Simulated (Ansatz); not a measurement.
RbAu (CsCl type, space group No. 221), a = b = c = 4.096 Å, α = β = γ = 90.00°.

Relaxed with r²SCAN. r²SCAN (plane waves, PAW; program Ansatz) gives a gap of 0.53 eV.

### Question
What gap does HSE06 give on the same cell (Ansatz, PAW)?

### Answer
0.30 eV, -0.23 eV more. The hybrid was solved on a coarser mesh and at special points; its gap is the smallest among all of these.

```tsv
k	v1 r²SCAN	c1 r²SCAN	v1 HSE06	c1 HSE06
Γ	-2.67	5.05	?	?
R	0.00	1.91	?	?
M	-1.34	2.87	?	?
X	-1.62	0.53	-2.05	0.30
```

### Question
Top valence (v1) and lowest conduction level (c1) in eV from each method's valence maximum (which need not be a listed point): supply the withheld HSE06 values.

### Answer

- M, v1 HSE06: -1.69
- M, c1 HSE06: 2.77
- Γ, v1 HSE06: -3.74
- Γ, c1 HSE06: 5.02
- R, v1 HSE06: 0.00
- R, c1 HSE06: 1.80

Cost on shared cores: the r²SCAN run (SCF on a 7×7×7 mesh, then bands and DOS) around 22 core-seconds (rough), the HSE06 run (SCF on 5×5×5, then a few points) about 70 core-seconds (a rough figure); the tasks are unlike.

Space group Pm-3m (CsCl type). The first step of the workflow began from a Materials Project structure, measured or hypothetical; the Crystallography Open Database files this formula in space group No. 221, but the cells were not matched. Its standing as an ambient phase is unchecked. The r²SCAN relaxation kept the symmetry of its start; whether a distortion lowers the energy is not shown. Spin–orbit coupling is left out wherever it is not named.

Potentials: the later of the program's two PAW sets.
